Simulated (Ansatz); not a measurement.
Rb (bcc, W type)

```
Rb
1.0
   -5.67105     5.67105     5.67105
    0.00000     0.00000     5.67105
    0.00000     5.67105     0.00000
Rb
2
Direct
  0.00000   0.00000   0.00000
  0.50000   0.00000   0.00000
```

A phonon eigenvector at H = (0.5, 0.5, 0.5) is frozen into this cell: atom i moves by Q times the vector below, so Q is the largest atomic displacement, in Å. The cell is held. It is one choice among 3 degenerate patterns. (q is in reciprocal vectors of the primitive cell; the cell shown is doubled to hold the pattern.)

| atom | x | y | z |
|---|---|---|---|
| Rb1 | 0.000 | 0.000 | 1.000 |
| Rb2 | 0.000 | 0.000 | -1.000 |

The numbers are results of PBE (plane waves to 420 eV, PAW, scalar-relativistic; Ansatz, a quantum-chemistry and plane-wave program), not measurements. k mesh 12×12×12 (Γ-centred), Fermi-Dirac smearing 0.05 eV. Energies are smeared free energies. With partly filled bands, energies and forces of such displacements shift with the k mesh and the smearing. Rb was relaxed with its symmetry unable to fall. The PAW data are Ansatz's earlier set. ΔE is measured from the undisplaced structure.

| Q (Å) | ΔE (meV/cell) | −dE/dQ from forces (eV/Å) |
|---|---|---|
| -0.180 | 19.8 | 0.217 |
| -0.150 | 13.8 | 0.182 |
| -0.120 | 8.8 | 0.147 |
| -0.090 | 5.0 | 0.110 |
| -0.060 | 2.2 | 0.074 |
| -0.030 | 0.6 | 0.037 |
| 0.000 | 0.0 | 0.000 |
| 0.030 | 0.6 | -0.037 |
| 0.060 | 2.2 | -0.074 |
| 0.090 | 5.0 | -0.110 |
| 0.120 | 8.8 | -0.147 |
| 0.150 | 13.8 | -0.182 |
| 0.180 | 19.8 | -0.217 |

What the scan shows:

- Energy at Q = 0.180 Å: 19.8 meV/cell
- Space group of the distorted cell: P4/nmm (No. 129), lowered from Im-3m
- Symmetry of the curve: even: the same for both signs
- Shape of the curve: a single well with its minimum at or next to zero displacement
- Harmonic wavenumber from the curvature (finite differences): 44 cm⁻¹
- Wavenumber by perturbation theory (DFPT, on another k mesh): 44 cm⁻¹

(For displaced atoms, the force is minus the slope of the energy, and its curvature is a force constant, which sets phonon frequencies.)
